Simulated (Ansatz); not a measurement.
MoPd:
Space group P4/mmm (No. 123); a = 2.6952 Å, b = 2.6952 Å, c = 4.1254 Å, α = 90.00°, β = 90.00°, γ = 90.00°

| atom | site | symmetry | x | y | z |
|---|---|---|---|---|---|
| Pd | 1a | 4/mmm | 0.0000 | 0.0000 | 0.0000 |
| Mo | 1d | 4/mmm | 0.5000 | 0.5000 | 0.5000 |

Relaxed with r²SCAN.

Question: Tabulate the valence density and the electron localisation function along the shortest Pd–Mo contact (2.81 Å), r²SCAN (plane waves, PAW; program Ansatz).

Answer: 

| distance from Pd (Å) | density (e/Å³) | ELF |
|---|---|---|
| 0.28 | 12.37 | 0.38 |
| 0.42 | 10.01 | 0.49 |
| 0.56 | 6.66 | 0.54 |
| 0.70 | 3.46 | 0.51 |
| 0.84 | 1.52 | 0.41 |
| 0.98 | 0.75 | 0.30 |
| 1.12 | 0.47 | 0.25 |
| 1.26 | 0.35 | 0.28 |
| 1.40 | 0.31 | 0.27 |
| 1.54 | 0.32 | 0.20 |
| 1.68 | 0.40 | 0.17 |
| 1.83 | 0.65 | 0.25 |
| 1.97 | 1.30 | 0.46 |
| 2.11 | 2.57 | 0.66 |
| 2.25 | 4.27 | 0.74 |
| 2.39 | 5.79 | 0.71 |
| 2.53 | 6.49 | 0.56 |

The density is the valence pseudo-density with augmentation charge, so density and ELF within about 1 Å of a nucleus are not all-electron values.

The start of the workflow was typed in or built on a structure type; neither database checked (COD, Materials Project) lists it. Whether it is the stable phase at ambient conditions was not checked. The cell was relaxed with r²SCAN under the symmetry of its start; its stability against distortions is not shown here. No spin polarisation was allowed. Axis ratios of metals converge slowly with the k-mesh, so a and c are less sure than the volume.

Potentials: the later of the program's two PAW sets.
